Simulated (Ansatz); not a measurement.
Computed scan of one atom of the cell: SnO2 (rutile)

Relaxed SnO2 (rutile):

```
SnO2
1.0
    4.76854     0.00000     0.00000
    0.00000     4.76854     0.00000
    0.00000     0.00000     3.21140
Sn O
2 4
Direct
  0.00000   0.00000   0.00000
  0.50000   0.50000   0.50000
  0.30630   0.30630   0.00000
  0.80630   0.19370   0.50000
  0.19370   0.80630   0.50000
  0.69370   0.69370   0.00000
```

In each cell atom 5 (O, nearest neighbour Sn at 2.066 Å; its periodic images, 3.2 Å or more away, move with it) moves by s·(0.577, 0.577, 0.577) (along Cartesian [111]), the rest being held.

The numbers are results of PBEsol (plane waves to 420 eV, PAW, scalar-relativistic; Ansatz, a program for electronic structure), not measurements. k mesh 6×6×8 (Γ-centred), Fermi-Dirac smearing 0.05 eV. Energies are smeared free energies. Stress and pressure are positive under compression. F∥ is the force on the atom along that direction. F⊥ is the part of the force across the line. SnO2 was relaxed with its symmetry unable to fall. The PAW data are Ansatz's earlier set. The zero of ΔE is the undisplaced structure.

```tsv
s (Å)	ΔE (meV/cell)	|F⊥| (eV/Å)	P (GPa)	F∥ (eV/Å)
-0.410	528	1.984	1.62	2.498
-0.328	342	1.534	1.06	2.043
-0.246	194	1.107	0.61	1.560
-0.164	87	0.712	0.27	1.054
-0.082	22	0.347	0.07	0.531
0.000	0	0.000	0.00	0.000
0.082	22	0.347	0.07	-0.531
0.164	87	0.712	0.27	-1.054
0.246	194	1.107	0.61	-1.560
0.328	342	1.534	1.06	-2.043
0.410	528	1.984	1.62	-2.498
```

Derived quantities:

| Item | Value |
|---|---|
| Energy at s = 0.410 Å | 528 meV/cell |
| Force along the line at s = -0.410 Å | 2.50 eV/Å |
| Symmetry of the curve | even: the same for both signs |
| Shape of the curve | a single well with its minimum at or next to zero displacement |
| Force constant k = d²E/ds² at s = 0 (finite differences) | 6.49 eV/Å² |
| Harmonic estimate at the end of the scan | ½ks² = 546 meV/cell against the computed 528 meV/cell, so the well is close to harmonic there |

The 11 points together took very roughly 9 core-minutes.

(A displaced cell: forces are minus the slopes of the energy, force constants its curvatures, and phonons follow from these.)
